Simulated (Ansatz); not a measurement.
Consider the following.

Hf$_{2}$SnC:
```
Hf2SnC
1.0
    3.30033     0.00000     0.00000
   -1.65017     2.85817     0.00000
    0.00000     0.00000    14.36941
Hf Sn C
4 2 2
Direct
  0.33333   0.66667   0.08528
  0.66667   0.33333   0.91472
  0.66667   0.33333   0.58528
  0.33333   0.66667   0.41472
  0.33333   0.66667   0.75000
  0.66667   0.33333   0.25000
  0.00000   0.00000   0.00000
  0.00000   0.00000   0.50000
```

This is the PBEsol-relaxed structure. Tensor components refer to the Cartesian frame of this cell.

Question: All from DFT-PBEsol in the program Ansatz with PAW potentials, unless another level is named. Give the Debye temperature from the elastic constants.

Answer: 364 K.

Question: What about the elastic constants (relaxed ions, GPa)?

Answer: C11 = 265, C12 = 71.1, C13 = 103, C33 = 266, C44 = 106.

Space group P6_3/mmc. The workflow started from a Materials Project entry (that database holds measured and hypothetical structures alike); the Crystallography Open Database copy checked does not list it. Whether it is the stable phase at ambient conditions was not checked. The cell was relaxed with PBEsol under the symmetry of its start; whether a distortion lowers the energy is not shown. The run is not spin-polarised. As this level gives no gap, shear constants depend on the k-mesh and smearing (Fermi–Dirac, 0.1 eV here). Scalar-relativistic: spin–orbit coupling is off unless named, which matters more the heavier the elements.

Potentials: the later of the program's two PAW sets.
